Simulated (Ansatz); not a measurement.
# Calculated ⁴³Ca NMR of the central transition for Ca₂Nb₂O₇

Cell: a Materials Project structure (computed, not necessarily an observed phase), atoms as given.

```cif
data_Ca2Nb2O7
_symmetry_space_group_name_H-M 'Fd-3m:1'
_symmetry_Int_Tables_number 227
_cell_length_a 10.5834
_cell_length_b 10.5834
_cell_length_c 10.5834
_cell_angle_alpha 90.000
_cell_angle_beta 90.000
_cell_angle_gamma 90.000
loop_
_atom_site_label
_atom_site_type_symbol
_atom_site_symmetry_multiplicity
_atom_site_Wyckoff_symbol
_atom_site_fract_x
_atom_site_fract_y
_atom_site_fract_z
Ca Ca 16 d 0.3750 0.1250 0.8750
Nb Nb 16 c 0.3750 0.6250 0.8750
O9 O 8 b 0.0000 0.0000 0.5000
O11 O 48 f 0.5000 0.5000 0.8074
```

One atom of each set is listed; the run and its k-mesh use a cell of 22 atoms with edges of 7.48, 7.48, 7.48 Å.

All values are calculated (Ansatz; DFT, PBE, plane waves and PAW, scalar-relativistic, 420 eV cutoff, Γ-centred 4×4×4 k-points, Fermi–Dirac smearing 0.02 eV), not measured.

⁴³Ca has I = 7/2 and Q = -40.80 mb (Pyykkö 2018); at 28.2 T its Larmor frequency is ν₀ = 80.9 MHz. Only the quadrupole interaction is simulated: positions count from each site's isotropic chemical shift, and J coupling is left out, as are shift anisotropy and dipolar coupling, which fast spinning averages.

(1) Give C_Q, η, the quadrupolar product P_Q = |C_Q|(1 + η²/3)^½, the second-order isotropic shift and the breadth of the pattern (fast magic-angle spinning) for each Ca site.

## Answers

(1) 

| site | first shell | C_Q (MHz) | η | P_Q (MHz) | δ_QIS (ppm) | breadth (kHz) |
| --- | --- | --- | --- | --- | --- | --- |
| Ca | 8 O at 2.29–2.69 Å | 8.36 | 0.00 | 8.36 | -27.2 | 4.72 |

δ_QIS = −(ν_Q²/30ν₀²)[I(I+1) − 3/4](1 + η²/3) × 10⁶ ppm with ν_Q = 3|C_Q|/[2I(2I−1)]; it falls as 1/B₀² in ppm, and the breadth as 1/B₀ in kHz.

An axis of threefold or higher order runs through Ca, so V_zz lies along it and η is zero.

The largest force is 0.3 eV/Å, so the atoms aren't at the calculated equilibrium and relaxing them would move these values.
